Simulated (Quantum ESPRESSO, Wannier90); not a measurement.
**Ba2Zn (I4/mmm), plane waves to Wannier functions**

Materials Project entry mp-1018178; symmetrised, unrelaxed at this level. Not found in the COD (Crystallography Open Database) copy used; not checked further. Level: PBEsol, no spin polarisation, no spin-orbit coupling; pw.x of Quantum ESPRESSO at 68 Ry with PseudoDojo potentials, 4×4×4 k-points, Wannier90. Density: 10×10×10 mesh, cold smearing 0.01 Ry. Spin-orbit coupling is left out although heavy elements are present.

On the energy scale of pw.x, whose zero is arbitrary, the Fermi level lies at 7.19 eV.

Input w.win:

```
num_bands = 6
num_wann = 6
exclude_bands = 1-6,13-53
num_iter = 1000
conv_tol = 1.0e-6
conv_window = 4
write_hr = true
write_u_matrices = true
auto_projections = true
begin unit_cell_cart
ang
    0.0000000000   -4.1509000000    0.0000000000
    4.1509000000    0.0000000000    0.0000000000
   -2.0754500000    2.0754500000    7.6161200000
end unit_cell_cart
begin atoms_frac
Ba  -0.3740200000 -0.3740200000  0.2519600000
Ba   0.3740200000  0.3740200000 -0.2519600000
Zn   0.0000000000  0.0000000000  0.0000000000
end atoms_frac
mp_grid = 4 4 4
begin kpoints
0.0000000000 0.0000000000 0.0000000000
0.0000000000 0.0000000000 0.2500000000
0.0000000000 0.0000000000 0.5000000000
... (61 more lines: the 4x4x4 mesh through Gamma)
end kpoints
```

Input of pw2wannier90.x that gives the overlap and projection files (equivalent; here they were cut from one run over all bands):

```
&inputpp
  outdir = './out'
  prefix = 'pwscf'
  seedname = 'w'
  write_amn = .true.
  write_mmn = .true.
  atom_proj = .true.
  atom_proj_exclude = 1 5 6 10 11 12 13 14 15 16 17 18 19 20
/
```

Output w.wout (banner and timings cut):

```
                                    ------
                                    SYSTEM
                                    ------

                              Lattice Vectors (Ang)
                    a_1     0.000000  -4.150900   0.000000
                    a_2     4.150900   0.000000   0.000000
                    a_3    -2.075450   2.075450   7.616120

                   Unit Cell Volume:     131.22553  (Ang^3)

                        Reciprocal-Space Vectors (Ang^-1)
                    b_1     0.000000  -1.513692   0.412493
                    b_2     1.513692   0.000000   0.412493
                    b_3    -0.000000   0.000000   0.824985

 *----------------------------------------------------------------------------*
 |   Site       Fractional Coordinate          Cartesian Coordinate (Ang)     |
 +----------------------------------------------------------------------------+
 | ba   1  -0.37402  -0.37402   0.25196   |   -2.07545   2.07545   1.91896    |
 | ba   2   0.37402   0.37402  -0.25196   |    2.07545  -2.07545  -1.91896    |
 | zn   1   0.00000   0.00000   0.00000   |    0.00000   0.00000   0.00000    |
 *----------------------------------------------------------------------------*
                                ------------
                                K-POINT GRID
                                ------------

             Grid size =  4 x  4 x  4      Total points =   64

 *---------------------------------- MAIN ------------------------------------*
 |  Number of Wannier Functions               :                 6             |
 |  Number of Objective Wannier Functions     :                 6             |
 |  Number of input Bloch states              :                 6             |
 |  Output verbosity (1=low, 5=high)          :                 1             |
 |  Timing Level (1=low, 5=high)              :                 1             |
 |  Optimisation (0=memory, 3=speed)          :                 3             |
 |  Length Unit                               :               Ang             |
 |  Post-processing setup (write *.nnkp)      :                 F             |
 |  Using Gamma-only branch of algorithms     :                 F             |
 *----------------------------------------------------------------------------*
 *------------------------------- WANNIERISE ---------------------------------*
 |  Total number of iterations                :              1000             |
 |  Number of CG steps before reset           :                 5             |
 |  Trial step length for line search         :             2.000             |
 |  Convergence tolerence                     :         0.100E-05             |
 |  Convergence window                        :                 4             |
 |  Iterations between writing output         :                 1             |
 |  Iterations between backing up to disk     :               100             |
 |  Write r^2_nm to file                      :                 F             |
 |  Write xyz WF centres to file              :                 F             |
 |  Write on-site energies <0n|H|0n> to file  :                 F             |
 |  Use guiding centre to control phases      :                 F             |
 |  Use phases for initial projections        :                 F             |
 *----------------------------------------------------------------------------*
 *-------------------------------- PLOTTING ----------------------------------*
 |  Plotting Hamiltonian in WF basis          :                 T             |
 *----------------------------------------------------------------------------*

 *---------------------------------- K-MESH ----------------------------------*
 +----------------------------------------------------------------------------+
 |                    Distance to Nearest-Neighbour Shells                    |
 |                    ------------------------------------                    |
 |          Shell             Distance (Ang^-1)          Multiplicity         |
 |          -----             -----------------          ------------         |
 |             1                   0.206246                      2            |
 |             2                   0.392222                      8            |
 |             3                   0.412493                      2            |
 |             4                   0.488788                      8            |
 |             5                   0.535171                      4            |
 |             6                   0.573538                      8            |
 |             7                   0.618739                      2            |
 |             8                   0.639581                      8            |
       ... (lines left out)
 +----------------------------------------------------------------------------+
 | The b-vectors are chosen automatically                                     |
 | The following shells are used:                       1,  2                 |
 +----------------------------------------------------------------------------+
 |                        Shell   # Nearest-Neighbours                        |
 |                        -----   --------------------                        |
 |                          1               2                                 |
 |                          2               8                                 |
 +----------------------------------------------------------------------------+
 | Completeness relation is fully satisfied [Eq. (B1), PRB 56, 12847 (1997)]  |
 +----------------------------------------------------------------------------+
 |                  b_k Vectors (Ang^-1) and Weights (Ang^2)                  |
 |                  ----------------------------------------                  |
 |            No.         b_k(x)      b_k(y)      b_k(z)        w_b           |
 |            ---        --------------------------------     --------        |
 |             1         0.000000    0.000000    0.206246    10.008567        |
 |             2         0.000000    0.000000   -0.206246    10.008567        |
 |             3         0.378423    0.000000    0.103123     1.745761        |
 |             4         0.000000   -0.378423    0.103123     1.745761        |
 |             5         0.378423    0.000000   -0.103123     1.745761        |
 |             6         0.000000   -0.378423   -0.103123     1.745761        |
 |             7        -0.378423    0.000000   -0.103123     1.745761        |
 |             8        -0.378423    0.000000    0.103123     1.745761        |
 |             9         0.000000    0.378423   -0.103123     1.745761        |
 |            10         0.000000    0.378423    0.103123     1.745761        |
 +----------------------------------------------------------------------------+
 |                           b_k Directions (Ang^-1)                          |
 |                           -----------------------                          |
 |            No.           x           y           z                         |
 |            ---        --------------------------------                     |
 |             1         0.000000    0.000000    0.206246                     |
 |             2         0.378423    0.000000    0.103123                     |
 |             3         0.000000   -0.378423    0.103123                     |
 |             4         0.378423    0.000000   -0.103123                     |
 |             5         0.000000   -0.378423   -0.103123                     |
 +----------------------------------------------------------------------------+

 Starting a new Wannier90 calculation ...

 Reading overlaps from w.mmn

 Reading projections from w.amn

 *------------------------------- WANNIERISE ---------------------------------*
 +--------------------------------------------------------------------+<-- CONV
 | Iter  Delta Spread     RMS Gradient      Spread (Ang^2)            |<-- CONV
 +--------------------------------------------------------------------+<-- CONV

 ------------------------------------------------------------------------------
 Initial State
  WF centre and spread    1  ( -2.075450,  2.075450,  1.909025 )     1.22718648
  WF centre and spread    2  ( -2.075450,  2.075450,  1.915987 )     1.21011812
  WF centre and spread    3  ( -2.075450,  2.075450,  1.915987 )     1.21011812
  WF centre and spread    4  (  2.075450, -2.075450, -1.909025 )     1.22718648
  WF centre and spread    5  (  2.075450, -2.075450, -1.915987 )     1.21011812
  WF centre and spread    6  (  2.075450, -2.075450, -1.915987 )     1.21011812
  Sum of centres and spreads ( -0.000000, -0.000000,  0.000000 )     7.29484543

      0     0.729E+01     0.0000000000        7.2948454317  <-- CONV
        O_D=      0.0000165 O_OD=      0.0061031 O_TOT=      7.2948454 <-- SPRD
 ------------------------------------------------------------------------------
      1    -0.759E-06     0.0012277201        7.2948446724  <-- CONV
        O_D=      0.0000164 O_OD=      0.0061024 O_TOT=      7.2948447 <-- SPRD
      2    -0.257E-06     0.0006606774        7.2948444157  <-- CONV
        O_D=      0.0000164 O_OD=      0.0061022 O_TOT=      7.2948444 <-- SPRD
      3    -0.319E-07     0.0002837835        7.2948443838  <-- CONV
        O_D=      0.0000164 O_OD=      0.0061021 O_TOT=      7.2948444 <-- SPRD
      4    -0.786E-08     0.0001536320        7.2948443759  <-- CONV
        O_D=      0.0000164 O_OD=      0.0061021 O_TOT=      7.2948444 <-- SPRD
             <<<     Delta < 1.000E-06  over  4 iterations     >>>
             <<< Wannierisation convergence criteria satisfied >>>
 Final State
  WF centre and spread    1  ( -2.075450,  2.075450,  1.909023 )     1.22718943
  WF centre and spread    2  ( -2.075450,  2.075450,  1.915987 )     1.21011638
  WF centre and spread    3  ( -2.075450,  2.075450,  1.915987 )     1.21011638
  WF centre and spread    4  (  2.075450, -2.075450, -1.909023 )     1.22718943
  WF centre and spread    5  (  2.075450, -2.075450, -1.915987 )     1.21011638
  WF centre and spread    6  (  2.075450, -2.075450, -1.915987 )     1.21011638
  Sum of centres and spreads ( -0.000000, -0.000000,  0.000000 )     7.29484438

         Spreads (Ang^2)       Omega I      =     7.288725856
        ================       Omega D      =     0.000016398
                               Omega OD     =     0.006102122
    Final Spread (Ang^2)       Omega Total  =     7.294844376
```
